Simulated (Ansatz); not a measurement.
A geometry of KTaO₃ away from equilibrium: step 2 of the relaxation of a relaxed KTaO3 cell displaced along its unstable phonon at q = Γ (136i cm⁻¹), largest move 0.15 Å. These are PBEsol (plane waves to 420 eV, PAW, scalar-relativistic; Ansatz, a quantum-chemistry and plane-wave program) values and carry that method's errors. Γ-centred k-mesh 5×5×5 on the run's cell (coarser than for final values), Fermi–Dirac smearing 0.05 eV.

```xyz
10
Lattice="6.0589 0.0000 0.0000 -3.0295 5.2472 0.0000 0.0000 0.0000 5.4135" Properties=species:S:1:pos:R:3:forces:R:3 pbc="T T T" free_energy=-26020.683 pressure_GPa=-0.3
K      0.0000     3.4981     4.0602    0.0000    0.0000    0.0000
K      3.0295     1.7491     1.3534    0.0000    0.0000    0.0000
Ta     0.0000     0.0000     0.0000    0.0000    0.0000    0.0000
Ta     0.0000     0.0000     2.7068    0.0000    0.0000    0.0000
O      0.1769     1.4653     1.3534    0.1944    0.0901    0.0000
O      1.6721     4.6677     1.3534   -0.1753    0.1233    0.0000
O     -1.8489     4.3614     1.3534   -0.0191   -0.2134    0.0000
O      3.2063     3.7819     4.0602    0.1944   -0.0901    0.0000
O      1.1805     0.8858     4.0602   -0.0191    0.2134    0.0000
O      4.7016     0.5795     4.0602   -0.1753   -0.1233    0.0000
```

Positions in Å, forces in eV/Å, free energy of the cell in eV (comparable only within this code, potentials and settings). Largest force: 0.21 eV/Å, on O5, O6, O7, O8, O9, O10 (atoms numbered as listed); the geometry lies 0.05 eV/atom above the end of its relaxation.

No spin polarisation in the result.

The run could not lose the symmetry of its start, so the end can be a saddle point.

The end of the path is a generated cell of KTaO3: the first start was made by placing the elements on the sites of a structure type, and the end was not matched to a known phase here, so it may be hypothetical. Known forms of KTaO3 include space group No. 221.
